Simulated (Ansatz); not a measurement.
GePt:
```
GePt
1.0
    5.71619     0.00000     0.00000
   -2.85810     4.95037     0.00000
    0.00000     0.00000     3.98198
Pt Ge
3 3
Direct
  0.50000   0.00000   0.00000
  0.50000   0.50000   0.00000
  0.00000   0.50000   0.00000
  0.00000   0.00000   0.00000
  0.33333   0.66667   0.50000
  0.66667   0.33333   0.50000
```

Relaxed with PBE. Special points in fractions of this cell's reciprocal vectors: Γ (0.000, 0.000, 0.000); M (0.500, 0.000, 0.000); K (0.333, 0.333, 0.000); A (0.000, 0.000, 0.500); L (0.500, 0.000, 0.500); H (0.333, 0.333, 0.500).

### Question
List the band energies nearest the Fermi level at these points for DFT-PBE in the program Ansatz with PAW potentials.

### Answer
In eV from the Fermi level; about four levels below and three above (degenerate sets whole), none deeper than 8.9 eV; points with the same levels are listed once.

| k | below | above |
|---|---|---|
| Γ | -2.13 -1.76 -1.42 -0.47 | 1.20 1.20 2.29 |
| M | -2.64 -2.40 -2.25 -0.87 | 0.09 0.62 1.36 |
| K | -1.89 -0.54 -0.19 -0.19 | 2.38 2.52 2.52 |
| A | -1.49 -1.49 -0.92 -0.89 -0.47 | 0.35 3.04 3.04 |
| L | -2.21 -1.88 -1.30 -0.14 | 0.64 2.67 3.30 |
| H | -2.36 -2.36 -1.81 -1.24 | 0.31 1.19 2.78 2.78 |

Space group P6/mmm. The cell is a constructed one: a structure type filled with these elements; neither database checked (COD, Materials Project) lists it. COD files the formula under space group No. 62, so this cell is another polymorph or a model. Whether it is the stable phase at ambient conditions was not checked. The cell keeps a stress of up to 0.2 GPa. The PBE relaxation kept the symmetry of its start; its stability against distortions is not shown here. No spin polarisation was allowed. Spin–orbit coupling is left out wherever it is not named.

Potentials: the later of the program's two PAW sets.
